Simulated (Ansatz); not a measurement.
Os (hcp (Mg type), space group No. 194) at seven volumes, plane-wave PAW r²SCAN+D4 (Ansatz code), shape and atoms relaxed at each. One row is withheld.

```json
[
 {"V (Å³/atom)": "12.692", "P (GPa)": "?"},
 {"V (Å³/atom)": "13.110", "P (GPa)": "31.12"},
 {"V (Å³/atom)": "13.529", "P (GPa)": "14.23"},
 {"V (Å³/atom)": "13.947", "P (GPa)": "0.00"},
 {"V (Å³/atom)": "14.365", "P (GPa)": "-11.97"},
 {"V (Å³/atom)": "14.784", "P (GPa)": "-22.02"},
 {"V (Å³/atom)": "15.202", "P (GPa)": "-30.44"}
]
```

**Question.** Fit the shown pressures and predict the withheld one.

**Answer.** P = (3/2)B₀(x^(7/2) − x^(5/2))[1 + (3/4)(B′ − 4)(x − 1)] with x = (V₀/V)^(2/3). Least squares on the six rows gives V₀ = 13.947 Å³/atom, B₀ = 434 GPa, B′ = 4.78. At V = 12.692, x = 1.0649 and P = 51.30 GPa. The run itself gave 51.16 GPa.

Space group P6_3/mmc (hcp (Mg type)). The cell was relaxed with r²SCAN+D4 under the symmetry of its start. No spin polarisation was allowed. The pairwise dispersion correction was not fitted to metals. Spin–orbit coupling is left out wherever it is not named.

Potentials: the later of the program's two PAW sets.
